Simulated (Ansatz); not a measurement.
One starting cell of BN (a generated cell, BN built in the 6H structure type) was relaxed twice with Ansatz (plane waves, PAW, scalar-relativistic): with r2SCAN at 500 eV and with PBE at 420 eV. The r2SCAN result:

```cif
data_B6N6
_chemical_formula_sum 'B6 N6'
_space_group_name_H-M_alt 'P63mc'
_space_group_IT_number 186
_space_group_name_Hall 'P 6c -2c'
_cell_length_a 2.54949
_cell_length_b 2.54949
_cell_length_c 12.54343
_cell_angle_alpha 90.000
_cell_angle_beta 90.000
_cell_angle_gamma 120.000
loop_
_atom_site_label
_atom_site_type_symbol
_atom_site_symmetry_multiplicity
_atom_site_Wyckoff_symbol
_atom_site_fract_x
_atom_site_fract_y
_atom_site_fract_z
_atom_site_occupancy
B1 B 2 a 0.00000 0.00000 0.00007 1
B2 B 2 b 0.33333 0.66667 0.33267 1
B3 B 2 b 0.66667 0.33333 0.16656 1
N1 N 2 a 0.00000 0.00000 0.37440 1
N2 N 2 b 0.33333 0.66667 0.20807 1
N3 N 2 b 0.66667 0.33333 0.04192 1
```

| quantity | r2SCAN | PBE |
|---|---|---|
| space group | P6₃mc | P6₃mc |
| volume (Å³/atom) | 5.88 | 5.96 |
| a (Å) | 2.549 | 2.560 |
| c (Å) | 12.543 | 12.595 |
| gap (eV, no spin-orbit coupling) | 5.75 | 5.19 |

Both levels end in the same structure; PBE's volume is 1.2 % larger; its gap is 0.56 eV smaller. Neither column is exact.

No spin polarisation in the result.

The run could not lose the symmetry of its start.

The first start was generated by placing the elements on the sites of a structure type. A measured structure of BN has the same space group, P6₃mc (No. 186); the sites were not compared with it.

Ansatz is an electronic-structure program.
